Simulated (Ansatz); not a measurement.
This cell of SiC (6H type, space group P6_3mc) is off equilibrium:

```yaml
crystal:
  lattice:
    - [3.07004, 0.00000, 0.00000]
    - [-1.53502, 2.65873, 0.00000]
    - [0.00000, 0.00000, 15.06401]
  atoms:
    - { symbol: Si, position: [0.00000, 0.00000, 0.99982] }
    - { symbol: Si, position: [0.00000, 0.00000, 0.49982] }
    - { symbol: Si, position: [0.66667, 0.33333, 0.83309] }
    - { symbol: Si, position: [0.33333, 0.66667, 0.33309] }
    - { symbol: Si, position: [0.66667, 0.33333, 0.16660] }
    - { symbol: Si, position: [0.33333, 0.66667, 0.66660] }
    - { symbol: C, position: [0.00000, 0.00000, 0.87447] }
    - { symbol: C, position: [0.00000, 0.00000, 0.37447] }
    - { symbol: C, position: [0.66667, 0.33333, 0.70810] }
    - { symbol: C, position: [0.33333, 0.66667, 0.20810] }
    - { symbol: C, position: [0.66667, 0.33333, 0.04161] }
    - { symbol: C, position: [0.33333, 0.66667, 0.54161] }
```

The numbers are results of PBE (plane waves to 420 eV, PAW, scalar-relativistic; Ansatz, an electronic-structure program), not measurements. k mesh 10×10×2 (Γ-centred), Fermi-Dirac smearing 0.05 eV. E stands for the smeared free energy. Stress and pressure are positive under compression. SiC was relaxed with its symmetry unable to fall. The PAW data are Ansatz's earlier set.

### Question
Give the stress tensor in GPa and the pressure.

### Answer
```
    5.5      0.0      0.0
    0.0      5.5      0.0
    0.0      0.0      5.4
```
The pressure, a third of the trace, is 5.4 GPa.

### Question
It is the relaxed cell scaled evenly to V/V₀ = 0.976, atoms relaxed where free. What is its energy relative to the relaxed cell?

### Answer
4.2 meV/atom.

(A scan under strain: stresses follow from slopes of the energy per volume, elastic moduli from its curvatures.)
